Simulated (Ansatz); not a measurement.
A structure of HgSe relaxed with PBEsol (plane waves to 420 eV, PAW, scalar-relativistic; Ansatz, an electronic-structure program); single points at other levels follow on the same geometry (Ansatz, PAW; HSE06 at 420 eV on a 6×6×2 k-mesh; no spin-orbit coupling). Space group P3₂21 (No. 154).

```xyz
6
Lattice="4.2578 0.0000 0.0000 -2.1289 3.6874 0.0000 0.0000 0.0000 9.6741" Properties=species:S:1:pos:R:3 pbc="T T T"
Hg     2.8696     0.0000     6.4494
Hg    -1.4348     2.4851     3.2247
Hg     0.6941     1.2022     0.0000
Se     2.2427     0.0000     1.6124
Se    -1.1214     1.9423     8.0618
Se     1.0075     1.7451     4.8371
```

| level | gap (eV) | kind | conduction minimum |
|---|---|---|---|
| PBEsol | 0.60 | indirect | Γ |
| HSE06 | … | – | … |

Q: What belongs in the gaps?

A: 
- HSE06, gap (eV): 1.17
- HSE06, conduction minimum: Γ

HSE06 gaps come from a coarse mesh plus a few chosen points, so they may be too large. No spin polarisation in the result.

The run could not lose the symmetry of its start; a randomly shaken copy of 12 atoms returns to this structure.

The first start was generated by placing the elements on the sites of a structure type. Materials Project lists a structure of HgSe in the same space group, P3₂21 (No. 154); the sites were not compared with it, nor with measured phases. Known forms of HgSe include space group No. 216.
